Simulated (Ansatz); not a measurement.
# Stationary points along a deformation path in SnSe

Computed with DFT LDA, scalar-relativistic, plane waves, PAW in Ansatz. Settings: plane waves to 420 eV, k-mesh 10×10×10 (Γ-centred), Gaussian smearing 0.05 eV. No spin polarisation. Energies are free energies at this smearing, counted from the undisturbed cell; pressure is positive in compression.

Zero of the scan (as given, not relaxed at this level; it stands at -3.3 GPa; this rock-salt form isn't the usual structure):

```xyz
2
Lattice="0.0000 3.0100 3.0100 3.0100 0.0000 3.0100 3.0100 3.0100 0.0000" Properties=species:S:1:pos:R:3 pbc="T T T"
Sn    0.0000    0.0000    0.0000
Se    3.0100    3.0100    3.0100
```

At fixed volume and fractional coordinates, lengths along (0.000, 0.000, 1.000) are scaled against those across it; ρ is that ratio over its starting value. V = 27.271 Å³/atom. Δσ is the stress along the axis less the mean stress across it (compression positive).

| ρ | ΔE (meV/atom) | Δσ (GPa) | space group |
| --- | --- | --- | --- |
| 0.707 | 886.6 | 47.79 | I4/mmm |
| 0.780 | 449.9 | 31.84 | I4/mmm |
| 0.850 | 193.9 | 21.72 | I4/mmm |
| 0.920 | 48.0 | 10.65 | I4/mmm |
| 1.000 | 0.0 | 0.00 | Fm-3m |
| 1.100 | 49.8 | -8.64 | I4/mmm |
| 1.200 | 158.6 | -13.13 | I4/mmm |
| 1.300 | 295.6 | -16.89 | I4/mmm |
| 1.414 | 470.3 | -20.25 | I4/mmm |

Question: How does the stress give the slope of the energy, and where is the energy stationary?

Answer: Along the path d ln(length) is 2/3 d ln ρ on the axis and −1/3 d ln ρ across it, so dE/d ln ρ = −(2/3) V Δσ: the energy falls with ρ where Δσ is positive. Δσ vanishes or changes sign at ρ = 1.000 (Fm-3m), a minimum at 0.0 meV/atom. Pairs of stationary points between two samples would go unseen, and could change a minimum read from distant neighbours into a maximum. At ρ = 1.000 the cell is cubic, where symmetry alone makes the stress isotropic and the slope zero.

Question: Which shear constant sets the curvature at ρ = 1?

Answer: For a cubic crystal E/V = (2/3) C (ln ρ)² with C = C′ = (C11 − C12)/2, so Δσ = −2C ln ρ. The parabola of Δσ against ln ρ through ρ = 0.920, 1 and 1.100 gives C ≈ 55 GPa with the ions clamped, rough because the steps are large. It is the stress–strain coefficient at this cell's pressure of -3.3 GPa, not the zero-pressure constant.

Question: Integrate that slope from ρ = 1 to 1.300 by the trapezoid rule.

Answer: With V/N in Å³ and 1 eV/Å³ = 160.2 GPa the slopes at ρ = 1.000, 1.100, 1.200, 1.300 are 0, 980, 1490, 1917 meV/atom per unit of ln ρ. The steps add 46.7 + 107.4 + 136.3 = 290.5 meV/atom, against 295.6 from the energies; the trapezoid rule misses the curvature of the slope within each step.

The gap closes along the scan, which can put kinks into the curve.